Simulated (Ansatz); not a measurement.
Starting cell, MoTe2 (2H-MoS2 type, space group P6_3/mmc):

```
CELL_PARAMETERS angstrom
      3.54214     0.00000     0.00000
     -1.77107     3.06758     0.00000
      0.00000     0.00000    14.18192
ATOMIC_POSITIONS crystal
  Mo 0.33333 0.66667 0.75000
  Mo 0.66667 0.33333 0.25000
  Te 0.33333 0.66667 0.12347
  Te 0.66667 0.33333 0.62347
  Te 0.66667 0.33333 0.87653
  Te 0.33333 0.66667 0.37653
```

In each cell atom 1 (Mo, nearest neighbour Te at 2.721 Å; its periodic images, 3.5 Å or more away, move with it) moves by s·(1.000, 0.000, 0.000) (along Cartesian x), the rest being held.

Level of theory: r2SCAN+rVV10 (plane waves to 500 eV, PAW, scalar-relativistic; Ansatz, a quantum-chemistry and plane-wave program). k mesh 9×9×2 (Γ-centred), Fermi-Dirac smearing 0.05 eV. As the smearing reaches across the gap at some points, energies and forces of such displacements shift with the k mesh and the smearing. F∥ is the force on the atom along that direction. MoTe2 is run without spin polarisation. MoTe2 was relaxed with its symmetry unable to fall. Spin-orbit coupling is left out, though Te is heavy. 

| s (Å) | F∥ (eV/Å) |
|---|---|
| -0.540 | 6.508 |
| -0.432 | 5.624 |
| -0.324 | 4.450 |
| -0.216 | 3.070 |
| -0.108 | 1.564 |
| 0.000 | 0.000 |
| 0.108 | -1.564 |
| 0.216 | -3.070 |
| 0.324 | -4.450 |
| 0.432 | -5.624 |
| 0.540 | -6.508 |

Task: What is the force constant k = d²E/ds² of this move at s = 0?

Result: 14.6 eV/Å². The forces along the line at the two nearest points give (1.564 − (-1.564)) / (2·0.108) = 14.48 eV/Å²; the next pair corrects for the finite step.

(For displaced atoms, the force is minus the slope of the energy, and its curvature is a force constant, which sets phonon frequencies.)
